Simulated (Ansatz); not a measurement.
Relaxation of a relaxed VSb cell, doubled along one cell vector, shaken by Gaussian noise of σ = 0.08 Å a coordinate; 8 atoms in the cell, which starts as P1 (No. 1), aP8; a = 5.0097 Å, b = 5.0097 Å, c = 6.3441 Å, α = 90.00°, β = 113.26°, γ = 90.00°. Calculation: PBEsol (plane waves to 420 eV, PAW, scalar-relativistic; Ansatz, a quantum-chemistry and plane-wave program). Γ-centred k-mesh 10×10×7 on the run's cell (coarser than for final values), Fermi–Dirac smearing 0.05 eV. This is the first round of the run. 

The optimiser's lines from the output (shortened; P is positive under compression):

```
relax step   1: F+E_penalty+E_count = -37172.88204005 eV  Δ(F+E_penalty+E_count) = +0.000e0 eV  max|allowed force component| = 2.612e0 eV/Å  Δτ_max = 0.0000 Å  P = +1.902 GPa  Ω = 146.279 Å³  (7 SCF iters, dr2 threshold 1.00e-7 eV, accepted)
relax step   2: F+E_penalty+E_count = -37173.36599987 eV  Δ(F+E_penalty+E_count) = -4.840e-1 eV  max|allowed force component| = 1.161e0 eV/Å  Δτ_max = 0.1918 Å  P = +3.154 GPa  Ω = 143.398 Å³  (8 SCF iters, dr2 threshold 8.00e-7 eV, accepted)
relax step   3: F+E_penalty+E_count = -37173.53448595 eV  Δ(F+E_penalty+E_count) = -1.685e-1 eV  max|allowed force component| = 4.650e-2 eV/Å  Δτ_max = 0.0657 Å  P = +0.149 GPa  Ω = 146.030 Å³  (7 SCF iters, dr2 threshold 8.00e-7 eV, accepted)
relax step   4: F+E_penalty+E_count = -37173.53528485 eV  Δ(F+E_penalty+E_count) = -7.989e-4 eV  max|allowed force component| = 3.746e-3 eV/Å  Δτ_max = 0.0059 Å  P = -0.009 GPa  Ω = 146.284 Å³  (6 SCF iters, dr2 threshold 2.46e-7 eV, accepted)
relax step   5: F+E_penalty+E_count = -37173.53530431 eV  Δ(F+E_penalty+E_count) = -1.946e-5 eV  max|allowed force component| = 3.287e-4 eV/Å  Δτ_max = 0.0006 Å  P = -0.000 GPa  Ω = 146.264 Å³  (6 SCF iters, dr2 threshold 2.62e-9 eV, accepted)
relax step   6: F+E_penalty+E_count = -37173.53529923 eV  Δ(F+E_penalty+E_count) = +5.087e-6 eV  max|allowed force component| = 3.212e-4 eV/Å  Δτ_max = 0.0000 Å  P = -0.001 GPa  Ω = 146.264 Å³  stress off target by 1.79e-3 GPa  SCF on the basis re-selected at this cell (its energy is not comparable with the rows above)  (8 SCF iters)
```

From the first to the last row the energy changes by -0.08 eV/atom and the volume by 0.0 %. The last row is marked as not comparable with the walk above it, whose basis was carried along; it does compare with step 1, since both stand on a basis selected at the nominal cutoff for their own cell.

Later rounds, restarted from the end of this one on a renewed k-mesh, logged 2 more steps and released under 0.01 eV/atom more. The final structure after all rounds: I4₁md (No. 109), tI8; a = 3.542 Å, b = 3.542 Å, c = 11.656 Å, α = 90.00°, β = 90.00°, γ = 90.00°. No spin polarisation in the result.

The relaxed structure here is a generated cell of VSb: the first start was made by placing the elements on the sites of a structure type, and the end was not matched to a known phase here, so it may be hypothetical.
